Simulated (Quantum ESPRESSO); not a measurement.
pw.x input (Quantum ESPRESSO 7.5; PBEsol, PseudoDojo standard norm-conserving files, scalar-relativistic):

```
&CONTROL
  calculation = 'scf'
  pseudo_dir = './pseudo'
  outdir = './out'
  tprnfor = .true.
  tstress = .true.
/
&SYSTEM
  ibrav = 0
  nat = 12
  ntyp = 3
  ecutwfc = 88.0
  ecutrho = 352.0
  occupations = 'smearing'
  smearing = 'fd'
  degauss = 0.002
  nbnd = 20
/
&ELECTRONS
  conv_thr = 1.2e-09
/
ATOMIC_SPECIES
H 1.0080 H.upf
B 10.8100 B.upf
Na 22.9898 Na.upf
CELL_PARAMETERS angstrom
  4.276320000000   0.000000000000   0.000000000000
  0.000000000000   4.276320000000   0.000000000000
  0.000000000000   0.000000000000   5.798830000000
ATOMIC_POSITIONS crystal
H   0.991420000000   0.233210000000   0.379280000000
H   0.233210000000   0.008580000000   0.620720000000
H   0.008580000000   0.766790000000   0.379280000000
H   0.766790000000   0.991420000000   0.620720000000
H   0.491420000000   0.266790000000   0.120720000000
H   0.733210000000   0.491420000000   0.879280000000
H   0.508580000000   0.733210000000   0.120720000000
H   0.266790000000   0.508580000000   0.879280000000
B   0.500000000000   0.500000000000   0.000000000000
B   0.000000000000   0.000000000000   0.500000000000
Na   0.500000000000   0.500000000000   0.500000000000
Na   0.000000000000   0.000000000000   0.000000000000
K_POINTS automatic
6 6 6 0 0 0
```

End of the output:

```

[...]
     the Fermi energy is     1.1342 ev
!    total energy              =    -203.74749845 Ry
     estimated scf accuracy    <          8.3E-10 Ry
     smearing contrib. (-TS)   =       0.00000000 Ry
     internal energy E=F+TS    =    -203.74749845 Ry
     The total energy is F=E-TS. E is the sum of the following terms:
     one-electron contribution =    -150.46966187 Ry
     hartree contribution      =      80.59169215 Ry
     xc contribution           =     -37.55622768 Ry
     ewald contribution        =     -96.31330105 Ry
     convergence has been achieved in   9 iterations
     Forces acting on atoms (cartesian axes, Ry/au):
     atom    1 type  1   force =     0.00001009    0.00705676   -0.00432713
     atom    2 type  1   force =     0.00705676   -0.00001009    0.00432713
     atom    3 type  1   force =    -0.00001009   -0.00705676   -0.00432713
     atom    4 type  1   force =    -0.00705676    0.00001009    0.00432713
     atom    5 type  1   force =     0.00001009   -0.00705676    0.00432713
     atom    6 type  1   force =     0.00705676    0.00001009   -0.00432713
     atom    7 type  1   force =    -0.00001009    0.00705676    0.00432713
     atom    8 type  1   force =    -0.00705676   -0.00001009   -0.00432713
     atom    9 type  2   force =     0.00000000    0.00000000    0.00000000
     atom   10 type  2   force =     0.00000000    0.00000000   -0.00000000
     atom   11 type  3   force =     0.00000000    0.00000000    0.00000000
     atom   12 type  3   force =     0.00000000    0.00000000   -0.00000000
     Total force =     0.023413     Total SCF correction =     0.000013
     Computing stress (Cartesian axis) and pressure
          total   stress  (Ry/bohr**3)                   (kbar)     P=        8.99
   0.00006122   0.00000000   0.00000000            9.01        0.00        0.00
   0.00000000   0.00006122   0.00000000            0.00        9.01        0.00
   0.00000000   0.00000000   0.00006099            0.00        0.00        8.97
```
In a gapped system the printed Fermi energy is only some level inside the gap.

Geometry of the Materials Project entry, not relaxed at this level.
